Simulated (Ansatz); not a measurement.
Data:

Relaxed MoTe$_{2}$ (2H-MoS2 type, space group P6_3/mmc):

```xyz
6
Lattice="3.5421 0.0000 0.0000 -1.7711 3.0676 0.0000 0.0000 0.0000 14.1819" Properties=species:S:1:pos:R:3 pbc="T T T"
Mo     0.0000     2.0451    10.6364
Mo     1.7711     1.0225     3.5455
Te     0.0000     2.0451     1.7510
Te     1.7711     1.0225     8.8420
Te     1.7711     1.0225    12.4309
Te     0.0000     2.0451     5.3399
```

In each cell atom 5 (Te, nearest neighbour Mo at 2.721 Å; its periodic images, 3.5 Å or more away, move with it) moves by s·(0.577, 0.577, 0.577) (along Cartesian [111]), the rest being held.

Level of theory: r2SCAN+rVV10 (plane waves to 500 eV, PAW, scalar-relativistic; Ansatz, a first-principles code). k mesh 9×9×2 (Γ-centred), Fermi-Dirac smearing 0.05 eV. The energy includes the smearing's −TS. Left out: 1 of 11 points, with atoms too close for the PAW data. As the smearing reaches across the gap at some points, energies and forces of such displacements shift with the k mesh and the smearing. MoTe2 is run without spin polarisation. MoTe2 was relaxed with its symmetry unable to fall. Spin-orbit coupling is left out, though Te is heavy. The zero of ΔE is the undisplaced structure.

The scan covers s from -0.656 to 0.820 Å in 10 points.

Q: Is the energy the same for displacements of ±0.656 Å, and if not, which side lies higher?

A: Not even: the negative side lies higher at ±0.656 Å. With its periodic images moving along, the atom's site symmetry in this cell is 3m..

Q: What is the energy change at s = 0.820 Å?

A: 1457 meV/cell.

Q: What force acts on the atom along the line at s = -0.656 Å?

A: 10.1 eV/Å.

Q: What is the force constant k = d²E/ds² of this move at s = 0?

A: 8.95 eV/Å².

(A displaced cell: forces are minus the slopes of the energy, force constants its curvatures, and phonons follow from these.)
